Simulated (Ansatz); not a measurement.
Starting structure of a cell relaxation (symmetry kept):

```
Y Si Ir
1.0
    -2.03911    2.03911    4.99352
     2.03911   -2.03911    4.99352
     2.03911    2.03911   -4.99352
Y Si Ir
1 2 2
Direct
  0.00000 0.00000 0.00000
  0.37858 0.37858 0.00000
  0.62142 0.62142 0.00000
  0.75000 0.25000 0.50000
  0.25000 0.75000 0.50000
```

The calculation used DFT PBEsol, scalar-relativistic, plane waves, PAW (Ansatz).

Settings: cutoff 420 eV, Γ-centred mesh 12×12×12 on the computed 5-atom cell, Gaussian smearing of 0.10 eV; no spin polarisation.

Question: What does it relax to?

Answer: The volume goes down by 0.46 Å³/atom to 16.15 Å³/atom, and the energy falls by 7.9 meV/atom. Final structure:
```yaml
crystal:
  lattice:
    - [-2.01869, 2.01869, 4.95432]
    - [2.01869, -2.01869, 4.95432]
    - [2.01869, 2.01869, -4.95432]
  atoms:
    - { symbol: Y, position: [0.00000, 0.00000, 0.00000] }
    - { symbol: Si, position: [0.37876, 0.37876, 0.00000] }
    - { symbol: Si, position: [0.62124, 0.62124, 0.00000] }
    - { symbol: Ir, position: [0.75000, 0.25000, 0.50000] }
    - { symbol: Ir, position: [0.25000, 0.75000, 0.50000] }
```

Course of the relaxation (steps run on the plane waves of an earlier cell, and the basis is chosen afresh near the end, so energy and pressure can step there; trial steps that raised the energy were taken back; energies are free energies):

```
step E − E_final (meV/atom) largest force component (eV/Å) P (GPa) V (Å³/atom)
   1                     7.9                           0.218    -5.36        16.61
   2                     3.2                           0.023     3.15        15.90
   3                    -0.1                           0.006    -0.10        16.16
   4                    -0.1                           0.004    -0.01        16.15
   5                     0.0                           0.004    -0.01        16.15
```

Spin–orbit coupling is left out, which can shift energies with elements as heavy as these.

Cost: 1 run of about 2.5 core-minutes, on Arm Neoverse V1 (shared hosts).